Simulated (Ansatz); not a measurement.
A generated cell, not matched to a known phase here, of Hf3TiB8: Pmmm (No. 47), oP12; a = 3.112 Å, b = 5.386 Å, c = 6.849 Å, α = β = γ = 90.00°; Hf 1a (0.000, 0.000, 0.000); Ti 1c (0.000, 0.000, 0.500); Hf 1f (0.500, 0.500, 0.000); Hf 1h (0.500, 0.500, 0.500); B 4u (0.000, 0.331, 0.255); B 4v (0.500, 0.164, 0.256). Computed with r2SCAN (plane waves to 500 eV, PAW, scalar-relativistic; Ansatz, a first-principles code). Element references, the lowest calculated here: Hf (P6₃/mmc), Ti (P6/mmm, not the ambient form), B (R-3m).

Total energies (eV/atom, σ → 0; comparable only within this code, potentials and settings):

```
phase           E (eV/atom)
--------------  -----------
Hf3TiB8 (Pmmm)    -4247.399
Hf (P6₃/mmc)     -15733.063
Ti (P6/mmm)       -2504.386
B (R-3m)           -156.554
```

Q: What is the formation energy of this Pmmm form of Hf3TiB8 from the elements?

A: E_f = -4247.399 − [3 × (-15733.063) + 1 × (-2504.386) + 8 × (-156.554)] / 12 = -1.07 eV/atom (-12.8 eV per formula unit).

A lower structure of this composition may exist.

Static energies, no anion corrections, no zero-point energy. Values are rounded to 0.01 eV/atom. Not shown to be the ambient phase of their composition (a lower form may be missing, and a cell relaxed within its start's symmetry can be a saddle point): Hf3TiB8 (Pmmm). Spin-orbit coupling is missing from these energies, which matters for elements this heavy. The compounds carry no spin polarisation.
